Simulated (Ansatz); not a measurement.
C in space group C2/m (No. 12; C on 4i, C on 4i, C on 4i, C on 4i), r²SCAN (plane waves, PAW; program Ansatz). The conduction-band minimum lies at M2, with 1 equivalent valley. Second derivatives d²E/dk² of the lowest band at one valley (eV·Å²), along Cartesian directions:

```
direction  d²E/dk²
---------  -------
[100]        9.970
[010]        29.02
[001]        10.92
[110]        19.50
[101]        17.56
[011]        19.98
```

Question: Find the principal effective masses, the density-of-states mass and the conductivity mass.

Answer: Off-diagonal terms follow from H_xy = H[110] − (H_xx + H_yy)/2, and m*/mₑ = 7.620 eV·Å² over each eigenvalue: 0.26, 0.43, 2.3. One valley's DOS mass (m₁m₂m₃)^(1/3) = 0.64, conductivity mass 3/(Σ 1/mᵢ) = 0.46 mₑ.

Question: What effective density of states Nc follows at 300 K for parabolic valleys?

Answer: Nc = 2.509e19 × 1 × (0.64)^(3/2) ≈ 1.3e19 cm⁻³.

The start of the workflow was typed in or built on a structure type; the Crystallography Open Database copy checked does not list it. It is not the phase usual at ambient conditions (space group No. 194, 227). The cell was relaxed with r²SCAN under the symmetry of its start; its stability against distortions is not shown here.

Potentials: the later of the program's two PAW sets.

Edges and masses are those of Kohn–Sham bands, whose gap is no quasiparticle gap.
